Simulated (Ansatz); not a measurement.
BAs (zinc blende)

```xyz
2
Lattice="0.0000 2.3920 2.3920 2.3920 0.0000 2.3920 2.3920 2.3920 0.0000" Properties=species:S:1:pos:R:3 pbc="T T T"
As     3.5879     3.5879     3.5879
B      0.0000     0.0000     0.0000
```

The slice is a {111} plane (indices of the conventional cell) through the point (0.000, 0.000, 0.000) (fractional), spanned by u = [100] and v = [-1 2 0] in vectors of this cell: u (3.38 Å) and v (5.86 Å, at 90° to u). It covers one period; positions are fractions (u, v).

Calculation: r2SCAN (plane waves to 500 eV, PAW, scalar-relativistic; Ansatz, a first-principles code). k mesh 12×12×12. Near the nuclei the fields are pseudised (PAW); where an atom keeps semicore shells as valence, they peak there. BAs was relaxed with its symmetry unable to fall.

Question: Predict the map of the valence electron density on the slice.

Answer: 
```
|667777776666666666777777|
|777777777777887777777777|
|555566667799999977666655|
|333344557788998877554433|
|112233446677887766443322|
|000022445566776655442200|
|000022445566776655442200|
|111122446677777766442211|
|223344556677667766554433|
|445555667766446677665555|
|666666777777667777776666|
|887777777777777777777777|
|999977666655555566667799|
|998877554433333344557788|
|887766443322112233446677|
|776655442200000022445566|
|776655442200000022445566|
|777766442211111122446677|
|667766554433223344556677|
|446677665555445555667766|
```
Scale: ten equal steps from -1.30 (start of '0') to 0.21 (end of '9'), in the order '0123456789'. Values: log₁₀ of the valence density in e/Å³. The map has 12 points along u (two characters each, u = 0 at the left) and 20 along v (v = 0 in the bottom row). The scale is logarithmic, as a density can span decades between atoms and voids.
